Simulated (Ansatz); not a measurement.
Tetragonal deformation path in CdAg

The calculation used DFT r2SCAN, scalar-relativistic, plane waves, PAW (Ansatz 0.2.0). Settings: plane waves to 500 eV, k-mesh 16×16×16 (Γ-centred), Gaussian smearing 0.15 eV. No spin polarisation. Energies are free energies at this smearing, counted from the undisturbed cell; pressure is positive in compression.

Zero of the scan (as given, not relaxed at this level; it stands at 1.2 GPa, and it needn't be the usual structure):

```
Cd Ag
1.0
     3.33000    0.00000    0.00000
     0.00000    3.33000    0.00000
     0.00000    0.00000    3.33000
Cd Ag
1 1
Direct
  0.50000 0.50000 0.50000
  0.00000 0.00000 0.00000
```

At fixed volume and fractional coordinates, lengths along (0.000, 0.000, 1.000) are scaled against those across it; ρ is that ratio over its starting value. The cell is metallic on the mesh throughout.

```tsv
ρ	ΔE (meV/atom)	pressure (GPa)
0.650	394.0	15.1
0.707	187.4	8.2
0.780	66.4	3.5
0.850	17.9	1.8
0.920	?	?
0.960	0.0	?
1.000	0.0	1.2
1.050	0.3	1.2
1.100	0.7	1.2
1.200	?	?
1.300	3.0	1.2
1.414	?	?
1.500	18.1	1.5
```

Problem. Give the withheld values.

Solution. ΔE (meV/atom) at ρ = 0.920: 2.1; pressure (GPa) at ρ = 0.920: 1.3; pressure (GPa) at ρ = 0.960: 1.2; ΔE (meV/atom) at ρ = 1.200: 0.3; pressure (GPa) at ρ = 1.200: 1.2; ΔE (meV/atom) at ρ = 1.414: 8.5; pressure (GPa) at ρ = 1.414: 1.2.